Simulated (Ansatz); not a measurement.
Consider the following.

ZnS (wurtzite)

```
CELL_PARAMETERS angstrom
      3.80610     0.00000     0.00000
     -1.90305     3.29618     0.00000
      0.00000     0.00000     6.24474
ATOMIC_POSITIONS crystal
  Zn 0.66667 0.33333 0.99975
  Zn 0.33333 0.66667 0.49975
  S  0.66667 0.33333 0.62545
  S  0.33333 0.66667 0.12545
```

In this cell atom 1 (Zn, nearest neighbour S at 2.333 Å; its periodic images, 3.8 Å or more away, move with it) is moved by u·(1.000, 0.000, 0.000) + v·(0.000, 1.000, 0.000); the rest is frozen.

The numbers are results of r2SCAN (plane waves to 500 eV, PAW, scalar-relativistic; Ansatz, a quantum-chemistry and plane-wave program), not measurements. k mesh 8×8×5 (Γ-centred), Fermi-Dirac smearing 0.05 eV. E stands for the smeared free energy. ZnS was relaxed with its symmetry unable to fall. ΔE is measured from the undisplaced structure. Axes are in Å.

The scan covers u from -0.350 to 0.350 Å in 5 points and v from -0.350 to 0.350 Å in 5 points.

Q: Is the undisplaced position a minimum, a maximum or a saddle of this map?

A: A minimum.

Q: What are the two principal curvatures of the energy at the centre?

A: 5.8 eV/Å², isotropic.

(A displaced cell: forces are minus the slopes of the energy, force constants its curvatures, and phonons follow from these.)
